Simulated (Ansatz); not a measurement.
## How much does the functional matter for the cell of Zn₃Sb₄O₆F₆?

The starting cell is an entry of the Crystallography Open Database, a measured cell (2017, 293 K):

```
CELL_PARAMETERS angstrom
-4.06455 4.06455 4.06455
4.06455 -4.06455 4.06455
4.06455 4.06455 -4.06455
ATOMIC_POSITIONS crystal
Zn 0.00000 0.50000 0.50000
Zn 0.50000 0.00000 0.50000
Zn 0.50000 0.50000 0.00000
Sb 0.32078 0.00000 0.00000
Sb 0.00000 0.00000 0.32078
Sb 0.00000 0.32078 0.00000
Sb 0.67922 0.67922 0.67922
O 0.00000 0.74960 0.74960
O 0.25040 0.00000 0.25040
O 0.00000 0.25040 0.25040
O 0.74960 0.00000 0.74960
O 0.25040 0.25040 0.00000
O 0.74960 0.74960 0.00000
F 0.25000 0.75000 0.50000
F 0.75000 0.25000 0.50000
F 0.50000 0.25000 0.75000
F 0.50000 0.75000 0.25000
F 0.75000 0.50000 0.25000
F 0.25000 0.50000 0.75000
```

Atoms and cell were relaxed at zero pressure with plane-wave PAW DFT (Ansatz 0.2.0; one set of PAW datasets, made under PBE, for all functionals; 420 eV, r2SCAN 500 eV; 6×6×6 Γ-centred mesh, fermi-dirac occupations of width 0.020 eV; no spin polarisation, no spin-orbit coupling, no dispersion correction), keeping the symmetry (I-43m, No. 217).

Question: What cells and energies do LDA, PBEsol, PBE, r2SCAN give?

Answer: The relaxed conventional cells:

```tsv
functional	a (Å)	volume (Å³/atom)	formation energy (eV/atom)
LDA	8.036	13.66	-2.004
PBEsol	8.163	14.31	-1.795
PBE	8.310	15.10	-1.770
r2SCAN	8.167	14.34	-1.977
the entry	8.129	14.14	–
```

LDA gives the smallest volume and PBE the largest, 10.6 % more, the usual order, since LDA overbinds and PBE's gradient terms loosen the lattice. Against the entry's volume: LDA -3.4 %, PBEsol +1.2 %, PBE +6.8 %, r2SCAN +1.4 %; PBEsol and r2SCAN come about as near. The formation energies span 0.23 eV an atom, lowest under LDA.

Caveats: each relaxation keeps the start's symmetry, so a distorted cell may lie lower; computed cells are at 0 K with fixed nuclei, while the entry holds thermal expansion, often some tenths of a per cent in volume and more in soft crystals; formation energies are at zero smearing against the elements' usual phases under the same functional, gases as free molecules, uncorrected.
